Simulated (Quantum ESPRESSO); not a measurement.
Band energies of PbSnTeSe

```
PbSnTeSe
1.0
    4.39433     0.00000     0.00000
    0.00000     4.39433     0.00000
    0.00000     0.00000     6.20573
Se Sn Te Pb
1 1 1 1
Direct
  0.00000   0.00000   0.50000
  0.50000   0.50000   0.50000
  0.50000   0.50000   0.00000
  0.00000   0.00000   0.00000
```

norm-conserving PBEsol (Quantum ESPRESSO, 86 Ry, with spin-orbit coupling); path ΓXMΓZRAZ,XR,MA; energies in eV from the Fermi level.

```
k (1/Å)  point  band 60  band 61  band 62  band 63  band 64  band 65  band 66  band 67
-------  -----  -------  -------  -------  -------  -------  -------  -------  -------
0.00         Γ    -1.72     2.86     2.86     2.87     2.87     4.16     4.16     4.17
0.36              -0.85     1.45     1.45     2.29     2.29     2.91     2.91     3.67
0.71         X    -0.86     0.82     0.82     1.05     1.05     1.68     1.68     1.85
1.07              -2.05     2.46     2.46     2.90     2.90     3.45     3.45     3.79
1.43         M    -3.18     2.85     2.85     2.87     2.87     4.22     4.22     4.64
1.53              -3.12     2.89     2.89     2.96     2.96     4.11     4.11     4.47
1.83              -1.22     1.66     1.66     3.09     3.09     3.40     3.40     3.94
2.14              -0.77     1.40     1.40     2.67     2.67     3.55     3.55     3.81
2.44         Γ    -1.72     2.86     2.86     2.87     2.87     4.16     4.16     4.17
2.57              -1.56     2.62     2.62     2.91     2.91     3.83     3.83     4.11
2.95         Z    -1.66     1.91     1.91     2.30     2.30     3.59     3.59     3.63
3.25              -1.12     1.32     1.32     1.45     1.45     2.43     2.43     2.61
3.66         R    -0.07     0.07     0.07     0.38     0.38     0.61     0.61     1.03
3.97              -0.48     0.61     0.61     0.85     0.85     2.27     2.27     3.03
4.27              -0.45     1.19     1.19     1.22     1.22     4.01     4.01     4.10
4.38         A    -0.44     1.25     1.25     1.26     1.26     4.10     4.10     4.15
4.65              -0.58     1.04     1.04     1.12     1.12     3.05     3.05     3.97
4.93              -0.52     0.65     0.65     1.01     1.01     1.32     1.32     2.11
5.20              -1.41     1.74     1.74     1.88     1.88     2.89     2.89     3.34
5.39         Z    -1.66     1.91     1.91     2.30     2.30     3.59     3.59     3.63
5.39         X    -0.86     0.82     0.82     1.05     1.05     1.68     1.68     1.85
5.49              -0.82     0.75     0.75     0.95     0.95     1.61     1.61     1.79
5.79              -0.26    -0.04    -0.04     0.24     0.24     1.04     1.04     1.22
5.89         R    -0.07     0.07     0.07     0.38     0.38     0.61     0.61     1.03
5.89         M    -3.18     2.85     2.85     2.87     2.87     4.22     4.22     4.64
6.00              -3.09     2.95     2.95     2.97     2.97     4.06     4.06     4.62
6.40         A    -0.44     1.25     1.25     1.26     1.26     4.10     4.10     4.15
```

Along the path the PBEsol gap is only about 0.01 eV, below what this setup resolves reliably; no G0W0 run was built on it. Semilocal functionals shrink small gaps, and the order of the bands at the edge may be inverted.

Geometry relaxed with PBEsol.

The structure is a Materials Project entry; no match was found in the copy of COD used, and its stability was not checked.
